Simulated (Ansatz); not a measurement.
Relaxed SnSe$_{2}$ (CdI2 type):

```xyz
6
Lattice="7.6806 0.0000 0.0000 -1.9201 3.3258 0.0000 0.0000 0.0000 6.0057" Properties=species:S:1:pos:R:3 pbc="T T T"
Sn     0.0000     0.0000     0.0000
Sn     3.8403     0.0000     0.0000
Se     0.0000     2.2172     1.5935
Se     3.8403     2.2172     1.5935
Se     1.9201     1.1086     4.4122
Se     5.7604     1.1086     4.4122
```

In each cell atom 3 (Se, nearest neighbour Sn at 2.730 Å; its periodic images, 3.8 Å or more away, move with it) moves by s·(1.000, 0.000, 0.000) (along Cartesian x), the rest being held.

The numbers are results of PBE-D3(BJ) (plane waves to 420 eV, PAW, scalar-relativistic; Ansatz, an electronic-structure program), not measurements. k mesh 4×8×5 (Γ-centred), Fermi-Dirac smearing 0.05 eV. The energy includes the smearing's −TS. SnSe2 was relaxed with its symmetry unable to fall. The zero of ΔE is the undisplaced structure.

```
s (Å)   ΔE (meV/cell)
------  -------------
-0.270          175.1
-0.216          112.0
-0.162           63.0
-0.108           28.0
-0.054            7.0
0.000             0.0
0.054             7.0
0.108            28.2
0.162        withheld
0.216           113.5
0.270           177.9
```

Problem. Fit a polynomial form (powers 2, 3, 4) to the given rows and predict ΔE at s = 0.162.

Solution. Least squares on the 10 given rows: ΔE = (2408)·s² + (71.87)·s³ + (185.0)·s⁴, in meV/cell with s in Å; root-mean-square residual 0.02 meV/cell. At 0.162 the fit gives 63.6 meV/cell; the calculation gives 63.6 meV/cell, the same to the digits shown. The quadratic term alone would give 63.2 meV/cell.

(A displaced cell: forces are minus the slopes of the energy, force constants its curvatures, and phonons follow from these.)
